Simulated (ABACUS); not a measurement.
Consider a self-consistent single point of Al2O3 (R-3c, 10 atoms in the cell; from Materials Project mp-1143, lattice scaled a little).

```
CELL_PARAMETERS angstrom
      2.39435     1.38238     4.35722
     -2.39435     1.38238     4.35722
      0.00000    -2.76475     4.35722
ATOMIC_POSITIONS crystal
  Al 0.14790 0.14790 0.14790
  Al 0.85210 0.85210 0.85210
  Al 0.35210 0.35210 0.35210
  Al 0.64790 0.64790 0.64790
  O  0.94386 0.55614 0.25000
  O  0.05614 0.44386 0.75000
  O  0.25000 0.94386 0.55614
  O  0.75000 0.05614 0.44386
  O  0.55614 0.25000 0.94386
  O  0.44386 0.75000 0.05614
```

Computed with ABACUS with PW91, numerical atomic orbitals DZP (confined pseudo-atomic orbitals with Gaussian additions; energy shift 0.003 Ry), PseudoDojo 0.5 standard norm-conserving PBE (tails mended) pseudopotentials.

ABACUS settings:

| setting | value |
|---|---|
| basis | DZP numerical atomic orbitals, energy shift 0.003 Ry |
| KPT | Gamma 8 8 8 0 0 0 |
| basis_type | lcao |
| dft_functional | GGA_X_PW91+GGA_C_PW91 |
| ecutwfc | 100 Ry |
| smearing_method | fixed |
| potentials | PseudoDojo 0.5 standard norm-conserving PBE (tails mended) |
| symmetry | 1 |
| ks_solver | genelpa |
| scf_nmax | 100 |
| scf_thr | 1.0e-07 |
| mixing_type | broyden |

Results:

* **Number of valence electrons**: 48
* **Number of bands**: 34
* **Number of k-points after the program's reduction**: 65
* **Size of the basis**: 130
* **Number of SCF iterations**: 9
* **Free energy E − TS**: -2972.0680 eV
* **Top of the valence band (on the code's own zero)**: 7.52 eV
* **Gap on the k-point mesh**: 6.05 eV
* **Pressure**: 4.20 GPa

Stress (GPa, positive for compression):
```
4.68  0.00  0.00
0.00  4.68  0.00
0.00  0.00  3.24
```

The gap is read on the k-point mesh of the run and can differ from the gap over the whole zone at this level.

For comparison: a first run (DFT, PBE, numerical atomic orbitals DZP (confined pseudo-atomic orbitals with Gaussian additions; energy shift 0.003 Ry), PseudoDojo 0.5 standard norm-conserving PBE (tails mended) pseudopotentials) was changed to give this one (dft_functional: PBE → GGA_X_PW91+GGA_C_PW91), and from it to this one the pressure goes from 4.32 to 4.20 GPa and the gap on the mesh goes from 6.014 to 6.048 eV.

The atom-centred basis is finite, which shifts total energies, pressures and gaps against plane waves. The potentials were made for another functional than the one used. The structure comes from a collection of computed structures, made at another level of theory; the collection holds predicted forms beside known ones. Its lattice was then scaled.

Cost on one core: very roughly 80 core-seconds.

The atomic orbitals were generated for these runs; they are not ABACUS's published sets and were checked against plane waves on a few crystals only.

“Tails mended”: in these copies of the files the far tail of each local potential was reset to the Coulomb form.
